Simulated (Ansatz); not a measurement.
## Calculated Sb-123 nuclear quadrupole resonance for Sb2Pt

Cell: an entry of the Crystallography Open Database (COD) whose atoms were relaxed with PBE, the cell held.

Space group Pa-3 (No. 205); a = 6.4400 Å.

```csv
site,Wyckoff,site symmetry,x,y,z
Sb,8c,.3.,0.3745,0.3745,0.3745
Pt,4a,.-3.,0.0000,0.0000,0.0000
```

One atom of each set is listed.

Method: Kohn–Sham DFT in Ansatz, PBE, plane waves and PAW, with spin–orbit coupling, 420 eV cutoff, Γ-centred 5×5×5 k-points, Fermi–Dirac smearing 0.05 eV.

Sb-123: I = 7/2, Q = -692.0 mb (year-2017 value). Static lattice, zero field.

Question: The simulated lines lie at 7.82, 15.6, 23.5 MHz. What are |C_Q|, η and |V_zz| at Sb?

Answer: For I = 7/2 and η = 0 the lines are |C_Q|/14 times 1, 2 and 3; η shifts the lowest up most. Here |C_Q| = 110 MHz, η = 0.00 and |V_zz| = 6.54 × 10²¹ V/m². The calculation gives V_zz positive; the lines don't show the sign. The site has 3 Pt at 2.67 Å, 1 Sb at 2.80 Å.

An axis of threefold or higher order runs through Sb, so V_zz lies along it and η is zero.

At this cell the PBE pressure is 6 GPa, so with PBE the cell would grow if it were relaxed. The run finds no gap above 0.1 eV (a metal, or nearly one), so the gradients can move by 10 % or more with the k-mesh. With these PAW files V_zz is typically within 2 to 3 % of all-electron values, but misses above 10 % occur on Sb.
